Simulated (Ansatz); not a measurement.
ZnO (wurtzite)

```
CELL_PARAMETERS angstrom
      3.27991     0.00000     0.00000
     -1.63996     2.84049     0.00000
      0.00000     0.00000     5.29408
ATOMIC_POSITIONS crystal
  Zn 0.66667 0.33333 0.00214
  Zn 0.33333 0.66667 0.50214
  O  0.66667 0.33333 0.62306
  O  0.33333 0.66667 0.12306
```

E(V) scan at fixed shape, V₀ the volume above. The atoms relax within the cell's symmetry.

The numbers are results of PBE (plane waves to 420 eV, PAW, scalar-relativistic; Ansatz, a program for electronic structure), not measurements. k mesh 12×12×6 (Γ-centred), Fermi-Dirac smearing 0.05 eV. Compression counts positive. The PAW data are Ansatz's earlier set. ZnO was relaxed with its symmetry unable to fall.

At one point of the scan the stress tensor (GPa) is:

```
   13.0      0.0      0.0
    0.0     13.0      0.0
    0.0      0.0     12.9
```

Task: Which point is it?
A) V/V₀ = 0.973
B) V/V₀ = 0.947
C) V/V₀ = 0.920
D) V/V₀ = 0.840

Result: C, V/V₀ = 0.920

(Under strain, the slope of the energy per volume gives the stress and its curvature an elastic modulus.)
